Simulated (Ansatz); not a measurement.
## Diamond alloy of Si and C (16 of 64 Si sites exchanged), 64 atoms

Method: DFT, PBEsol, PAW, plane waves (Ansatz 0.2.0).

Command (of this form; memory limits and the device number are left out):

```sh
ansatz run in.yaml --threads 7 --pin off --runs-dir r --events-out ev --progress --plain
```

The input less its lattice and atoms:

```yaml
kpoints:
  mp_grid: { grid: [1, 1, 1], shift: [0.5, 0.5, 0.5] }
hamiltonian:
  xc: pbesol
scf:
  occupations: { method: fermi_dirac, width: 0.01 }
relax:
  f_tol: 0.03
  max_steps: 80
  escape_saddle: false
  adjacent_minimum: "off"
  cell: { fix: [shape] }
output:
  forces: true
  eigenvalues: true
  populations: true
```

Start:

```xyz
64
Lattice="9.9261 0.0000 0.0000 0.0000 9.9261 0.0000 0.0000 0.0000 9.9261" Properties=species:S:1:pos:R:3 pbc="T T T"
Si    0.0060    9.9173    0.0260
Si    9.9136    9.8825    4.9632
Si    0.0154    4.9872    0.0236
Si    0.0350    4.9472    4.9511
Si    4.9559    0.0103    9.9061
Si    4.9777    9.9080    4.9727
Si    4.9496    4.9707    0.0038
Si    4.9596    4.9688    4.9843
Si    1.2524    1.2597    1.2712
Si    1.2540    6.1890    6.1848
Si    6.2027    1.2701    1.2183
Si    6.2152    1.2467    6.2250
Si    6.2036    6.2047    1.2470
Si    6.2235    6.2213    6.2118
Si    2.4777    2.4929    4.9715
Si    2.4955    7.4705    0.0208
Si    2.4728    7.4374    4.9490
Si    7.4584    2.5089    9.9041
Si    7.4633    2.5037    4.9493
Si    7.4412    7.4295    0.0169
Si    7.4524    7.4379    4.9730
Si    3.7142    3.6989    1.2537
Si    8.6738    3.7238    1.2522
Si    8.6844    3.7374    6.1913
Si    2.4923    9.9198    2.4803
Si    2.4861    0.0022    7.4206
Si    2.4752    4.9695    2.4538
Si    7.4152    0.0077    2.4818
Si    7.4722    9.9253    7.4143
Si    7.4483    4.9412    7.4441
Si    3.7382    6.2148    3.7556
Si    3.7048    6.1877    8.7084
Si    8.7196    1.2183    3.7289
Si    8.6806    1.2389    8.6819
Si    8.6498    6.2065    3.6889
Si    0.0077    2.4711    2.4653
Si    0.0089    2.4621    7.4383
Si    9.9066    7.4463    2.4286
Si    9.9083    7.4583    7.4364
Si    4.9546    2.4850    2.4700
Si    4.9653    2.4855    7.4684
Si    4.9869    7.4460    2.5105
Si    4.9259    7.4926    7.4222
Si    1.2579    3.7271    3.7100
Si    1.2538    3.7404    8.6656
Si    6.1934    3.7352    3.7254
Si    6.2158    8.7014    3.7142
Si    6.2059    8.7168    8.6548
C     1.2284    1.2476    6.1986
C     1.2614    6.2185    1.2698
C     2.4997    2.4614    0.0231
C     3.7118    3.6989    6.2144
C     3.7093    8.7164    1.2365
C     3.7286    8.6822    6.2001
C     8.6910    8.7151    1.2535
C     8.6857    8.6751    6.2219
C     2.4913    4.9773    7.4461
C     7.4155    4.9184    2.4631
C     3.7088    1.2200    3.6845
C     3.7008    1.2190    8.6920
C     8.6481    6.2314    8.6875
C     1.2484    8.6670    3.7017
C     1.2399    8.7228    8.6652
C     6.2005    3.7548    8.6962
```

Steps:

| step | energy less the first (eV) | largest force component (eV/Å) | pressure (GPa) |
| --- | --- | --- | --- |
| start | 0.000 | 5.821 | 4.78 |
| 1 | -18.625 | 2.740 | -1.28 |
| 2 | -25.906 | 1.091 | 0.34 |
| 3 | -27.155 | 0.850 | 0.72 |
| 4 | -27.339 | 0.316 | -0.16 |
| 5 | -27.358 | 0.121 | -0.03 |
| 6 | -27.365 | 0.070 | 0.01 |
| 7 | -27.367 | 0.011 | 0.00 |
| 8 | -27.342 | 0.012 | -0.03 |

A structure on the way, about -25.91 eV from the start:

```
Si C
1.0
     9.81494    0.00000    0.00000
     0.00000    9.81494    0.00000
     0.00000    0.00000    9.81494
Si C
48 16
Direct
  0.00565 0.97621 0.00153
  0.02015 0.98420 0.51293
  0.00711 0.53029 0.99855
  0.00190 0.50617 0.49945
  0.46573 0.00357 0.99728
  0.46910 0.00253 0.50194
  0.51305 0.48542 0.98494
  0.48292 0.48213 0.51880
  0.14672 0.13146 0.10607
  0.14178 0.61707 0.64418
  0.61879 0.12405 0.12166
  0.61304 0.12643 0.63033
  0.64020 0.61215 0.13349
  0.62484 0.62645 0.63187
  0.26226 0.23312 0.51605
  0.23701 0.76080 0.00736
  0.24618 0.77683 0.50454
  0.73255 0.27059 0.98225
  0.74785 0.25150 0.49636
  0.77824 0.74735 0.00502
  0.76960 0.76214 0.51344
  0.36015 0.35594 0.10645
  0.85956 0.39871 0.13239
  0.87672 0.37604 0.63621
  0.25897 0.99438 0.26280
  0.24663 0.00260 0.75338
  0.23352 0.51825 0.22415
  0.76902 0.98130 0.22771
  0.76618 0.98463 0.73137
  0.75047 0.50340 0.78390
  0.37051 0.62874 0.37601
  0.35882 0.61353 0.86247
  0.88404 0.11219 0.37732
  0.87958 0.12291 0.87524
  0.86410 0.61945 0.35462
  0.00227 0.25011 0.24082
  0.02780 0.23203 0.73644
  0.01154 0.76180 0.23836
  0.99501 0.75636 0.76482
  0.47825 0.23403 0.26847
  0.48453 0.26286 0.76895
  0.48801 0.76253 0.23003
  0.47457 0.76863 0.73320
  0.13646 0.37224 0.37666
  0.15262 0.37454 0.87305
  0.62953 0.38942 0.36039
  0.62270 0.87957 0.37642
  0.62229 0.87439 0.87749
  0.13804 0.11149 0.62480
  0.12070 0.64483 0.11978
  0.25645 0.24271 0.98566
  0.36847 0.36918 0.64048
  0.36321 0.87835 0.12391
  0.36131 0.88957 0.62374
  0.89025 0.86771 0.11953
  0.89181 0.87063 0.62859
  0.25735 0.48824 0.74665
  0.74458 0.50301 0.25174
  0.36803 0.11660 0.38565
  0.36131 0.13132 0.87810
  0.88049 0.63379 0.88174
  0.12898 0.87690 0.37545
  0.12321 0.87596 0.87673
  0.62043 0.37774 0.87130
```

End:

```xyz
64
Lattice="9.7962 0.0000 0.0000 0.0000 9.7962 0.0000 0.0000 0.0000 9.7962" Properties=species:S:1:pos:R:3 pbc="T T T"
Si    0.1053    9.5795    9.7806
Si    0.2740    9.6086    5.0353
Si    0.0863    5.2698    0.0003
Si    0.0211    5.0096    4.9442
Si    4.4947    0.0462    9.7586
Si    4.5581    0.0235    4.9536
Si    5.0083    4.7496    9.6431
Si    4.7074    4.6748    5.1512
Si    1.4540    1.3428    1.0017
Si    1.5167    5.9600    6.3859
Si    6.0025    1.1806    1.2284
Si    6.0358    1.1738    6.1980
Si    6.2635    6.0416    1.2966
Si    6.1072    6.1907    6.2122
Si    2.5515    2.2502    5.1130
Si    2.3005    7.4985    0.0440
Si    2.4160    7.5973    4.9446
Si    7.1097    2.6794    9.6631
Si    7.3137    2.4113    4.7984
Si    7.7015    7.3232    0.0573
Si    7.6134    7.5166    5.0741
Si    3.4709    3.4343    0.9773
Si    8.3519    4.0205    1.3497
Si    8.5608    3.6691    6.2382
Si    2.4910    9.7588    2.5966
Si    2.3929    0.0411    7.3908
Si    2.2709    5.1364    2.1143
Si    7.6226    9.6128    2.1559
Si    7.5641    9.5268    7.1553
Si    7.3555    4.9757    7.7122
Si    3.6614    6.1610    3.6401
Si    3.4551    5.9385    8.3804
Si    8.7500    1.0705    3.6583
Si    8.5612    1.1852    8.6023
Si    8.4620    6.1106    3.4999
Si    0.0471    2.5542    2.3446
Si    0.2377    2.2224    7.1977
Si    0.1433    7.4943    2.3336
Si    0.0769    7.3826    7.5325
Si    4.5566    2.2547    2.6628
Si    4.7559    2.5421    7.5531
Si    4.7756    7.5473    2.1895
Si    4.5158    7.5319    7.1213
Si    1.3899    3.7250    3.7131
Si    1.5258    3.6009    8.5107
Si    6.0680    3.7830    3.5526
Si    6.1498    8.6812    3.6695
Si    6.0284    8.4888    8.5896
C     1.3538    1.0584    6.1334
C     1.1817    6.4090    1.1479
C     2.5612    2.2870    9.5186
C     3.5815    3.5870    6.3750
C     3.4778    8.6382    1.1860
C     3.4456    8.7741    6.1156
C     8.8147    8.4953    1.1307
C     8.9134    8.4713    6.1835
C     2.6339    4.5583    7.2483
C     7.1897    4.9940    2.5686
C     3.5120    1.1278    3.8464
C     3.4817    1.3179    8.6114
C     8.7008    6.2645    8.6368
C     1.2893    8.5964    3.6751
C     1.2434    8.6006    8.5795
C     6.0611    3.7039    8.5028
```

The calculation finished and met its thresholds.

Time: 33 s of wall time on 7 threads of a Neoverse-V2 processor, on a host shared with other runs; peak host memory 1.7 GiB.

Task: How much energy did the relaxation gain, and which atom moved most?

Result: 27.34 eV in 8 steps, from a start with small random displacements; atom 28 (Si) moved 0.46 Å, the median atom 0.26 Å (drift of the whole cell removed).
